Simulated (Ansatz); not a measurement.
Nb (dhcp): energy against volume

Computed with Ansatz, DFT, BLYP, plane waves (420 eV) with PAW, scalar-relativistic. (PAW data from PBE, frozen cores regenerated.)

The cell is scaled uniformly from the relaxed one, with fractional coordinates and shape fixed. Energies are extrapolated to zero smearing, pressures are those at the given smearing. Magnetic state: spin not included.

A Birch-Murnaghan fit gives V₀ = 19.41 Å³/atom, B₀ = 149 GPa, B₀′ = 3.9.

Task: What are the energy above the minimum and the pressure at 18.656 Å³/atom?

Result: 14.4 meV/atom and 6.56 GPa as computed.

Task: What are the energy above the minimum and the pressure at 20.211 Å³/atom?

Result: 14.4 meV/atom and -5.35 GPa as computed.

Task: What are the energy above the minimum and the pressure at 20.988 Å³/atom?

Result: 52.6 meV/atom and -9.76 GPa as computed.
